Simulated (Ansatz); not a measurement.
Contact densities of TiB2 against volume

```
Ti B
1.0
     3.02920    0.00000    0.00000
    -1.51460    2.62336    0.00000
     0.00000    0.00000    3.22840
Ti B
1 2
Direct
  0.00000 0.00000 0.00000
  0.33333 0.66667 0.50000
  0.66667 0.33333 0.50000
```

Atoms are numbered in the order listed.

The conventional cell has a = 3.029 Å, b = 3.029 Å, c = 3.228 Å, α = 90.00°, β = 90.00°, γ = 120.00°. Ti (atom 1) has 12 B at 2.38 Å as nearest neighbours. B (atom 2) is surrounded by 3 B at 1.75 Å.

The geometry is COD entry 2002799, unchecked; take it as a test cell.

These are results of DFT, PBEsol, all-electron PAW with datasets made for the crystal, scalar-relativistic in Ansatz 0.2.0, not measurements.

The runs use a Γ-centred 14×14×11 k mesh, Fermi–Dirac smearing of 0.03 eV, cutoff 360 eV (chosen by the program for this cell), no spin polarisation.

The contact density is the mean electron density over the nuclear volume; its changes follow the s electrons' response to bonding and compression. Changes below are taken from the unscaled cell, where it is 56683.5 e/Å³ at Ti1, 481.521 e/Å³ at B2.

Volumes at which the program chose other datasets or cutoffs are left out.

```json
{"V/V(cell)": "0.9800", "P (GPa)": "0.0", "Δρ(0) Ti1 (e/Å³)": "?", "Δρ(0) B2 (e/Å³)": "?"}
{"V/V(cell)": "1.0000", "P (GPa)": "-5.2", "Δρ(0) Ti1 (e/Å³)": "0.00", "Δρ(0) B2 (e/Å³)": "0.00"}
{"V/V(cell)": "1.0100", "P (GPa)": "-7.6", "Δρ(0) Ti1 (e/Å³)": "-0.10", "Δρ(0) B2 (e/Å³)": "-0.02"}
{"V/V(cell)": "1.0400", "P (GPa)": "-14.2", "Δρ(0) Ti1 (e/Å³)": "?", "Δρ(0) B2 (e/Å³)": "-0.07"}
```

(1) Fill in "Δρ(0) Ti1 (e/Å³)" for the row "0.9800".

(2) Give the missing entry: row "0.9800", column "Δρ(0) B2 (e/Å³)".

(3) Give the missing entry: row "1.0400", column "Δρ(0) Ti1 (e/Å³)".

The datasets are made afresh for each cell, so very small changes are uncertain.

Results:

(1) 0.21.

(2) 0.04.

(3) -0.40.
